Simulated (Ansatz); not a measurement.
ZnSnP₂:
```yaml
crystal:
  lattice:
    - [4.00351, 0.00000, 0.00000]
    - [0.00000, 4.00351, 0.00000]
    - [0.00000, 0.00000, 5.63369]
  atoms:
    - { symbol: Zn, position: [0.00000, 0.00000, 0.00000] }
    - { symbol: Sn, position: [0.50000, 0.50000, 0.50000] }
    - { symbol: P, position: [0.00000, 0.50000, 0.22693] }
    - { symbol: P, position: [0.50000, 0.00000, 0.77307] }
```

Relaxed with r²SCAN.

Problem. Map the electron localisation function on the plane through (0.000, 0.000, 0.000) spanned by u = [1, 0, 0] and v = [0, 0, 1] in lattice vectors, from plane-wave PAW r²SCAN (Ansatz code).

Solution. x is the fraction of u, y of v (the angle between them is 90°; rows are the nearest grid lines); atoms in the plane: Zn at (0.00, 0.00), P at (0.50, 0.77).
```
y \ x   0.000  0.100  0.200  0.250  0.350   0.450   0.550  0.650  0.750  0.800  0.900   1.00
------  -----  -----  -----  -----  -----  ------  ------  -----  -----  -----  -----  -----
1.00    0.000  0.006  0.175  0.205  0.529   0.674   0.674  0.529  0.205  0.175  0.006  0.000
0.929   0.006  0.053  0.217  0.392  0.857   0.851   0.851  0.857  0.392  0.217  0.053  0.006
0.857   0.169  0.188  0.494  0.809  0.920   0.503   0.503  0.920  0.809  0.494  0.188  0.169
0.786   0.174  0.311  0.783  0.880  0.775  -0.002  -0.002  0.775  0.880  0.783  0.311  0.174
0.679   0.079  0.247  0.615  0.701  0.696   0.395   0.395  0.696  0.701  0.615  0.247  0.079
0.607   0.027  0.091  0.354  0.488  0.656   0.724   0.724  0.656  0.488  0.354  0.091  0.027
0.536   0.011  0.025  0.116  0.213  0.428   0.555   0.555  0.428  0.213  0.116  0.025  0.011
0.464   0.011  0.013  0.030  0.053  0.146   0.239   0.239  0.146  0.053  0.030  0.013  0.011
0.393   0.027  0.024  0.020  0.022  0.038   0.061   0.061  0.038  0.022  0.020  0.024  0.027
0.321   0.079  0.067  0.040  0.030  0.019   0.019   0.019  0.019  0.030  0.040  0.067  0.079
0.214   0.174  0.174  0.144  0.107  0.039   0.014   0.014  0.039  0.107  0.144  0.174  0.174
0.143   0.169  0.191  0.177  0.166  0.090   0.042   0.042  0.090  0.166  0.177  0.191  0.169
0.0714  0.006  0.062  0.202  0.183  0.209   0.236   0.236  0.209  0.183  0.202  0.062  0.006
0.000   0.000  0.006  0.175  0.205  0.529   0.674   0.674  0.529  0.205  0.175  0.006  0.000
```

The density is the valence pseudo-density with augmentation charge, so density and ELF within about 1 Å of a nucleus are not all-electron values.

Space group P-4m2. The workflow started from a Materials Project entry (that database holds measured and hypothetical structures alike); the Crystallography Open Database copy checked does not list it. Whether it is the stable phase at ambient conditions was not checked. Symmetry was held in the r²SCAN relaxation; whether a distortion lowers the energy is not shown. Scalar-relativistic: spin–orbit coupling is off unless named, which matters more the heavier the elements.

Potentials: the later of the program's two PAW sets.
